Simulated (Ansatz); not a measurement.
Input and command of a plane-wave DFT calculation in Ansatz:

```yaml
crystal:
  lattice:
    - [3.5985380959, 0.0, 0.0]
    - [0.0, 3.5985380959, 0.0]
    - [0.0, 0.0, 3.5985380959]
  atoms:
    - { symbol: Al, position: [0.0, 0.0, 0.0] }
    - { symbol: Co, position: [0.5, 0.5, 0.0], spin: 1.45 }
    - { symbol: Co, position: [0.5, 0.0, 0.5], spin: 1.45 }
    - { symbol: Co, position: [0.0, 0.5, 0.5], spin: 1.45 }
basis:
  ecutwfc: 420
kpoints:
  mp_grid: { grid: [12, 12, 12] }
hamiltonian:
  xc: pbesol
scf:
  occupations: { method: gaussian, width: 0.1 }
output:
  forces: true
  stress: true
  eigenvalues: true
  populations: true
magnetization:
  spin_polarized: true
```

```bash
ansatz run input.yaml --threads 1 --pin off --max-ram 2560MiB --backend cpu --events-out ev --progress --plain --runs-dir out
```

Processor: Intel(R) Xeon(R) Platinum 8375C CPU @ 2.90GHz (Ice Lake), 1 thread, on a host shared with other jobs.

Q: Estimate time, memory and problem size.

A: About 29 s on 1 thread of Intel(R) Xeon(R) Platinum 8375C CPU @ 2.90GHz (Ice Lake), on a shared host, peak memory 0.56 GiB. It solves 36 bands at 84 k points (the mesh reduced by the symmetry that the task leaves, which can be less than the crystal's) with about 925 plane waves, in 13 SCF iterations.
